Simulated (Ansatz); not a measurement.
Tc (hcp (Mg type), P6_3/mmc) under volume change, plane-wave PAW LDA (Ansatz code), shape and atoms relaxed at each volume.

```tsv
V (Å³/atom)	E − E(relaxed) (meV/atom)	P (GPa)
12.533	141.6	39.79
12.946	…	…
13.359	14.0	11.19
13.772	0.0	0.00
14.185	12.6	-9.50
14.598	47.8	-17.56
15.012	…	…
```

**Question.** Some entries are withheld; supply them.

**Answer.** 
- 15.012, E − E(relaxed) (meV/atom): 102.1
- 15.012, P (GPa): -24.38
- 12.946, E − E(relaxed) (meV/atom): 59.4
- 12.946, P (GPa): 24.34

**Question.** What does a third-order Birch–Murnaghan fit give for V₀, B₀ and B′?

**Answer.** V₀ = 13.77 Å³/atom, B₀ = 342 GPa, B′ = 4.4.

Symmetry was held in the LDA relaxation. The run is not spin-polarised.

Potentials: the later of the program's two PAW sets.
